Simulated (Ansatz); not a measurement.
The relaxed structure here is a generated cell of In2Au: the first start was made by placing the elements on the sites of a structure type, and the end was not matched to a known phase here, so it may be hypothetical.

A relaxed cell of In$_{2}$Au (I4/mmm (No. 139)), relaxed on a k-mesh at least as fine as the one used below. All values below come from PBEsol (plane waves to 420 eV, PAW, scalar-relativistic; Ansatz, a program for electronic structure). Γ-centred k-mesh 5×9×11 on the run's cell (coarser than for final values), Fermi–Dirac smearing 0.05 eV.

```
In2Au
1.0
   -3.98584     3.98584     8.25754
    1.99292    -1.99292     4.12877
    1.99292     1.99292    -4.12877
Au In
2 4
Direct
  0.00000   0.00000   0.00000
  0.50000   0.00000   0.00000
  0.16690   0.33379   0.00000
  0.66690   0.33379   0.00000
  0.33310   0.66621   0.00000
  0.83310   0.66621   0.00000
```

The atoms are displaced by (Å):

| atom | ux | uy | uz |
|---|---|---|---|
| Au1 | -0.137 | -0.034 | 0.037 |
| Au2 | 0.056 | -0.065 | -0.037 |
| In3 | 0.062 | -0.079 | 0.106 |
| In4 | 0.056 | -0.134 | 0.019 |
| In5 | -0.001 | -0.018 | 0.108 |
| In6 | 0.104 | -0.034 | 0.084 |

What forces (eV/Å) and pressure result?


```csv
atom,Fx,Fy,Fz
Au1,0.06,-0.04,0.35
Au2,0.10,-0.02,0.81
In3,-0.03,0.05,-0.25
In4,-0.12,0.30,0.25
In5,0.01,-0.22,-0.80
In6,-0.02,-0.07,-0.36
```

Pressure +0.7 GPa.

The undisplaced cell is probably no minimum: from this displacement the run went on to P-1 (No. 2) at a tolerance of 0.01 Å, C2/m (No. 12) at 0.1 Å, 0.14 eV/atom below it.

No spin polarisation in the result.
